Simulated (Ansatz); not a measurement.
Problem. Name crystals whose computed values (DFT-r²SCAN in the program Ansatz with PAW potentials) fall in these windows: Θ_D (K) 180 to 240; gap (eV) 0.71 to 0.97; G_Hill (GPa) 23 to 34.

Solution. 

```json
[
 {"crystal": "TePb2S, R-3m (Te on 3b, Pb on 6c, S on 3a)", "Θ_D (K)": "201", "gap (eV)": "0.88", "G_Hill (GPa)": "28.1"},
 {"crystal": "TePb2Se, R-3m (Te on 3b, Pb on 6c, Se on 3a)", "Θ_D (K)": "192", "gap (eV)": "0.88", "G_Hill (GPa)": "27.5"}
]
```
Others may fit too.

Standing as an ambient phase not checked: TePb2S, R-3m (Te on 3b, Pb on 6c, S on 3a); TePb2Se, R-3m (Te on 3b, Pb on 6c, Se on 3a). Perhaps ordered models of mixed-site phases: TePb2Se, R-3m (Te on 3b, Pb on 6c, Se on 3a). All cells were relaxed under the symmetry of their starts (and spin orders); stability against distortions was not tested throughout. Spin–orbit coupling is left out wherever it is not named.

Potentials: the later of the program's two PAW sets.
